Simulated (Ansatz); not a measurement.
## ScCu (Pm-3m): the size of the finite step

```xyz
2
Lattice="3.2370 0.0000 0.0000 0.0000 3.2370 0.0000 0.0000 0.0000 3.2370" Properties=species:S:1:pos:R:3 pbc="T T T"
Sc    1.6185    1.6185    1.6185
Cu    0.0000    0.0000    0.0000
```

The conventional cell has a = 3.237 Å, b = 3.237 Å, c = 3.237 Å, α = 90.00°, β = 90.00°, γ = 90.00°. Sc (atom 1) is surrounded by 8 Cu at 2.80 Å. Around Cu (atom 2) lie 8 Sc at 2.80 Å.

Unless marked otherwise, the numbers come from r²SCAN, PAW on Ansatz 0.2.0's default frozen-core files (fitted under PBE), scalar-relativistic. k mesh 14×14×14, strains of ±0.008, Fermi-Dirac smearing of 0.050 eV, cutoff 500 eV. The cell was relaxed by PAW under this functional.

(1) Elastic constants come from stresses at strains of ±0.008 (and twice that, four-point stencil): C11 = 132.7, C12 = 77.2, C44 = 47.1 GPa. What does an amplitude of 0.0002 give?

Results:

(1) C11 = 132.8, C12 = 77.3, C44 = 47.0 GPa. Nothing moves by 1 %. Steps under 0.001 aren't safe in general, since the basis can change from cell to cell and the noise grows as 1/δ.

Limits of these numbers: frozen-core PAW files fitted under PBE, their cores solved anew for the functional of the run; responses of metals move with mesh and smearing.
